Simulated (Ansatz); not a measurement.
The relaxed structure here is a generated cell of MoS2: the first start was made by placing the elements on the sites of a structure type, and the end was not matched to a known phase here, so it may be hypothetical. Known forms of MoS2 include space group No. 160, 194.

The end point of a relaxation of MoS$_{2}$. All values below come from r2SCAN (plane waves to 500 eV, PAW, scalar-relativistic; Ansatz, a program for electronic structure).

```xyz
12
Lattice="12.0300 0.0000 0.0000 0.0000 3.1289 0.0000 0.0000 0.0000 5.9004" Properties=species:S:1:pos:R:3 pbc="T T T"
Mo    10.4907     0.7822     0.8447
Mo     4.4757     0.7822     2.1055
Mo     1.5393     2.3467     5.0557
Mo     7.5543     2.3467     3.7949
S      8.6624     0.7822     5.1209
S      2.6474     0.7822     3.7297
S      3.3676     2.3467     0.7795
S      9.3826     2.3467     2.1707
S      5.7880     0.7822     4.2655
S     11.8029     0.7822     4.5851
S      6.2420     2.3467     1.6349
S      0.2270     2.3467     1.3153
```

Problem. Determine the symmetry and give the standard cell with its independent sites.

Solution. Space group Pnma (No. 62); a = 12.030 Å, b = 3.129 Å, c = 5.900 Å, α = β = γ = 90.00°

| atom | site | symmetry | x | y | z |
|---|---|---|---|---|---|
| Mo | 4c | .m. | 0.3720 | 0.2500 | 0.3568 |
| S | 4c | .m. | 0.2201 | 0.2500 | 0.6321 |
| S | 4c | .m. | 0.0189 | 0.7500 | 0.2229 |

Problem. Give the shortest distances between elements (the closest pairs, up to four, under 3.6 Å).

Solution. Mo–S 2.33 Å; S–S 3.00 Å; Mo–Mo 3.13 Å.

| Item | Result |
|---|---|
| Volume per atom | 18.51 Å³ |
| Band gap | no clear gap: the sampled points leave 0.12 eV away from the symmetry points, which may be a band crossing missed between them |
| Smallest direct gap | 0.33 eV at k = (0, 0.4167, 0.2857) |

No spin polarisation in the result.

The run could not lose the symmetry of its start, so the end can be a saddle point.
